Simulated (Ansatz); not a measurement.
Mg:
```
CELL_PARAMETERS angstrom
     -1.75427     1.75427     1.75427
      1.75427    -1.75427     1.75427
      1.75427     1.75427    -1.75427
ATOMIC_POSITIONS crystal
  Mg 0.00000 0.00000 0.00000
```

Relaxed with LDA. Special points in fractions of this cell's reciprocal vectors: Γ (0.000, 0.000, 0.000); H (0.500, -0.500, 0.500); N (0.000, 0.000, 0.500); P (0.250, 0.250, 0.250).

Q: List the band energies nearest the Fermi level at these points for DFT-LDA in the program Ansatz with PAW potentials.

A: In eV from the Fermi level; about four levels below and three above (degenerate sets whole), none deeper than 8.9 eV; … stands for higher levels left out; points with the same levels are listed once.

```json
[
 {"k": "Γ", "below": "-7.22", "above": "13.29 13.29 13.29"},
 {"k": "H", "below": "–", "above": "3.97 3.97 3.97"},
 {"k": "N", "below": "-1.56 -0.95", "above": "8.82 9.63 …"},
 {"k": "P", "below": "–", "above": "1.20 1.20 1.20"}
]
```

Space group Im-3m (bcc (W type)). The first step of the workflow began from a Materials Project structure, measured or hypothetical; the Crystallography Open Database copy checked does not list it. It is not the phase usual at ambient conditions (space group No. 194). The cell was relaxed with LDA under the symmetry of its start. At this level the phase is mechanically unstable.

Potentials: the earlier of the program's two PAW sets. The files were generated under PBE; for other functionals the program regenerates the frozen cores, and for LDA and PBEsol the local potential too.
